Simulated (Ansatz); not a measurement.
Y:
```yaml
crystal:
  lattice:
    - [0.00000, 2.48858, 2.48858]
    - [2.48858, 0.00000, 2.48858]
    - [2.48858, 2.48858, 0.00000]
  atoms:
    - { symbol: Y, position: [0.00000, 0.00000, 0.00000] }
```

This is the PBEsol-relaxed structure.

### Question
All from the program Ansatz at the PBEsol level (PAW), unless another level is named. Give the Hill bulk and shear moduli.

### Answer
41.5 and 23.9 GPa.

### Question
Give the elastic constants (relaxed ions, GPa).

### Answer
C11 = 60.5, C12 = 31.9, C44 = 33.6.

Space group Fm-3m (fcc (Cu type)). The workflow started from an entry of the Crystallography Open Database (COD), which files this formula under 2 space groups. It is not the phase usual at ambient conditions (space group No. 194). The PBEsol relaxation kept the symmetry of its start; its stability against distortions is not shown here. No spin polarisation was allowed. As this level gives no gap, shear constants depend on the k-mesh and smearing (Fermi–Dirac, 0.1 eV here).

Potentials: the later of the program's two PAW sets.
